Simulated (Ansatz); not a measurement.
Starting structure of a cell relaxation (symmetry kept):

```
Bi Te
1.0
    -4.00791    4.00791    3.17432
     4.00791   -4.00791    3.17432
     4.00791    4.00791   -3.17432
Bi Te
4 2
Direct
  0.37500 0.70247 0.82747
  0.87500 0.54753 0.17253
  0.29753 0.12500 0.67253
  0.45247 0.62500 0.32747
  0.00000 0.00000 0.00000
  0.75000 0.25000 0.50000
```

All numbers below come from DFT r2SCAN, scalar-relativistic, plane waves, PAW in Ansatz 0.2.0.

Plane waves to 500 eV, a k mesh through Γ of 8×8×8 on the computed 6-atom cell and Gaussian smearing (0.10 eV); no spin polarisation.

Q: What does it relax to?

A: The volume rises by 1.41 Å³/atom to 35.40 Å³/atom, and the energy falls by 54.6 meV/atom. Final structure:
```xyz
6
Lattice="-4.1424 4.1424 3.0945 4.1424 -4.1424 3.0945 4.1424 4.1424 -3.0945" Properties=species:S:1:pos:R:3 pbc="T T T"
Bi    4.1426    2.0712    0.7736
Bi   -0.0002    2.0712    3.8682
Bi    2.0712    4.1422   -0.7736
Bi    2.0712    0.0002    2.3209
Te    0.0000    0.0000    0.0000
Te    0.0000    4.1424    1.5473
```

Spin–orbit coupling is left out, which can shift energies with elements as heavy as these.

Cost: 1 run of about 6.1 core-minutes, on AMD EPYC 9R45 (Zen 5) (shared hosts).